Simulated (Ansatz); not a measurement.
CrAgSe₂:
```cif
data_AgCrSe2
_chemical_formula_sum 'Cr1 Ag1 Se2'
_space_group_name_H-M_alt 'P 1'
_space_group_IT_number 1
_cell_length_a 7.35851
_cell_length_b 7.35851
_cell_length_c 7.35851
_cell_angle_alpha 29.355
_cell_angle_beta 29.355
_cell_angle_gamma 29.355
loop_
_space_group_symop_operation_xyz
  'x, y, z'
loop_
_atom_site_label
_atom_site_type_symbol
_atom_site_fract_x
_atom_site_fract_y
_atom_site_fract_z
_atom_site_occupancy
Cr1 Cr 0.00007 0.00007 0.00007 1
Ag1 Ag 0.84901 0.84901 0.84901 1
Se1 Se 0.72913 0.72913 0.72913 1
Se2 Se 0.26600 0.26600 0.26600 1
```
The run is spin-polarised; directions of the spins, atom by atom: ↑ 0 0 0.

Relaxed with r²SCAN.

### Question
Which orbitals make up the states near the band edges in r²SCAN (plane waves, PAW; program Ansatz)?

### Answer
Top 1 eV of the valence band: Se 4p 66 %, Cr 3d 21 %, Ag 4d 9 %. Bottom 1 eV of the conduction band: Cr 3d 52 %, Se 4p 28 %, Ag 5s 7 %, Se 4s 6 %, outside the projected shells 5 %. Projections are on Löwdin-orthogonalised atomic valence shells; empty p or d shells of many metals are not among them.

### Question
Tabulate the density of states.

### Answer
States/eV per cell of 4 atoms, in 0.25 eV bins, energy from the valence-band maximum.

| E (eV) | total | Se 4p | Ag 4d | Cr 3d |
|---|---|---|---|---|
| -7.86 | 0.00 | 0.00 | 0.00 | 0.00 |
| -7.61 | 0.00 | 0.00 | 0.00 | 0.00 |
| -7.36 | 0.00 | 0.00 | 0.00 | 0.00 |
| -7.11 | 0.00 | 0.00 | 0.00 | 0.00 |
| -6.86 | 0.00 | 0.00 | 0.00 | 0.00 |
| -6.61 | 0.00 | 0.00 | 0.00 | 0.00 |
| -6.36 | 0.00 | 0.00 | 0.00 | 0.00 |
| -6.11 | 0.35 | 0.21 | 0.06 | 0.04 |
| -5.86 | 1.80 | 1.06 | 0.36 | 0.15 |
| -5.61 | 3.65 | 2.04 | 0.97 | 0.24 |
| -5.36 | 2.18 | 1.19 | 0.69 | 0.09 |
| -5.11 | 3.43 | 1.94 | 1.05 | 0.25 |
| -4.86 | 4.54 | 2.26 | 1.63 | 0.40 |
| -4.61 | 4.93 | 1.67 | 2.70 | 0.35 |
| -4.36 | 9.37 | 2.31 | 6.38 | 0.43 |
| -4.11 | 6.83 | 1.67 | 4.67 | 0.31 |
| -3.86 | 5.69 | 1.01 | 4.27 | 0.28 |
| -3.61 | 9.03 | 1.57 | 6.54 | 0.74 |
| -3.36 | 3.21 | 1.07 | 1.75 | 0.28 |
| -3.11 | 4.08 | 1.31 | 1.51 | 1.08 |
| -2.86 | 5.49 | 2.16 | 1.64 | 1.42 |
| -2.61 | 3.15 | 1.47 | 0.80 | 0.68 |
| -2.36 | 5.18 | 2.29 | 0.93 | 1.73 |
| -2.11 | 3.14 | 1.40 | 0.51 | 1.08 |
| -1.86 | 5.58 | 1.96 | 0.82 | 2.43 |
| -1.61 | 5.25 | 1.89 | 0.64 | 2.44 |
| -1.36 | 4.67 | 2.07 | 0.61 | 1.72 |
| -1.11 | 3.20 | 1.59 | 0.34 | 1.10 |
| -0.86 | 2.11 | 1.23 | 0.22 | 0.57 |
| -0.61 | 1.79 | 1.19 | 0.17 | 0.37 |
| -0.36 | 1.10 | 0.84 | 0.09 | 0.14 |
| -0.11 | 0.24 | 0.20 | 0.02 | 0.02 |
| 0.14 | 0.00 | 0.00 | 0.00 | 0.00 |
| 0.39 | 0.00 | 0.00 | 0.00 | 0.00 |
| 0.64 | 0.10 | 0.02 | 0.00 | 0.06 |
| 0.89 | 0.89 | 0.23 | 0.01 | 0.47 |
| 1.14 | 1.56 | 0.46 | 0.02 | 0.79 |
| 1.39 | 1.41 | 0.41 | 0.02 | 0.74 |
| 1.64 | 2.63 | 0.77 | 0.03 | 1.46 |
| 1.89 | 3.37 | 0.89 | 0.04 | 1.93 |
| 2.14 | 2.58 | 0.54 | 0.02 | 1.69 |
| 2.39 | 3.12 | 0.26 | 0.02 | 2.37 |
| 2.64 | 2.31 | 0.22 | 0.01 | 1.82 |
| 2.89 | 3.18 | 0.27 | 0.01 | 2.57 |
| 3.14 | 3.50 | 0.47 | 0.02 | 2.46 |
| 3.39 | 3.61 | 0.74 | 0.02 | 2.15 |
| 3.64 | 1.52 | 0.37 | 0.01 | 0.51 |
| 3.89 | 1.36 | 0.30 | 0.02 | 0.22 |
| 4.14 | 1.79 | 0.40 | 0.02 | 0.24 |
| 4.39 | 1.73 | 0.34 | 0.01 | 0.24 |
| 4.64 | 1.74 | 0.32 | 0.01 | 0.22 |
| 4.89 | 1.35 | 0.23 | 0.01 | 0.15 |
| 5.14 | 0.91 | 0.09 | 0.00 | 0.05 |
| 5.39 | 1.07 | 0.10 | 0.00 | 0.06 |

Space group R3m. The first step of the workflow began from a Materials Project structure, measured or hypothetical; the Crystallography Open Database files this formula in space group No. 160, but the cells were not matched. Whether it is the stable phase at ambient conditions was not checked. The r²SCAN relaxation kept the symmetry of its start; whether a distortion lowers the energy is not shown. Spin order of the final state: ferromagnetic, the only order run, not a proven ground state. Other orbital occupations within this spin state were not tried. No Hubbard U is applied. Scalar-relativistic: spin–orbit coupling is off unless named, which matters more the heavier the elements.

Potentials: the later of the program's two PAW sets.
